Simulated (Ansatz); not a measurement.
SrCd2Sb2:
```cif
data_Cd2Sb2Sr
_chemical_formula_sum 'Sr1 Cd2 Sb2'
_space_group_name_H-M_alt 'P 1'
_space_group_IT_number 1
_cell_length_a 4.75007
_cell_length_b 4.75007
_cell_length_c 7.87877
_cell_angle_alpha 90.000
_cell_angle_beta 90.000
_cell_angle_gamma 120.000
loop_
_space_group_symop_operation_xyz
  'x, y, z'
loop_
_atom_site_label
_atom_site_type_symbol
_atom_site_fract_x
_atom_site_fract_y
_atom_site_fract_z
_atom_site_occupancy
Sr1 Sr 0.00000 0.00000 0.00000 1
Cd1 Cd 0.33333 0.66667 0.63145 1
Cd2 Cd 0.66667 0.33333 0.36855 1
Sb1 Sb 0.33333 0.66667 0.25173 1
Sb2 Sb 0.66667 0.33333 0.74827 1
```

Relaxed with r²SCAN.

Problem. Tabulate the valence density and the electron localisation function along the shortest Cd–Sb contact (2.89 Å), plane-wave PAW r²SCAN (Ansatz code).

Solution. 

```
distance from Cd (Å)  density (e/Å³)   ELF
--------------------  --------------  ----
0.29                           18.68  0.79
0.43                           12.08  0.65
0.58                            6.52  0.53
0.72                            2.96  0.42
0.87                            1.22  0.30
1.01                            0.57  0.19
1.16                            0.35  0.17
1.30                            0.29  0.27
1.45                            0.29  0.47
1.59                            0.33  0.57
1.74                            0.41  0.51
1.88                            0.56  0.41
2.02                            0.85  0.33
2.17                            1.60  0.23
2.31                            3.57  0.10
2.46                            7.74  0.02
2.60                           14.12  0.00
```

The density is the valence pseudo-density with augmentation charge, so density and ELF within about 1 Å of a nucleus are not all-electron values.

Space group P-3m1. The workflow started from an entry of the Crystallography Open Database (COD). Its standing as an ambient phase is unchecked. The r²SCAN relaxation kept the symmetry of its start; its stability against distortions is not shown here. Scalar-relativistic: spin–orbit coupling is off unless named, which matters more the heavier the elements.

Potentials: the later of the program's two PAW sets.
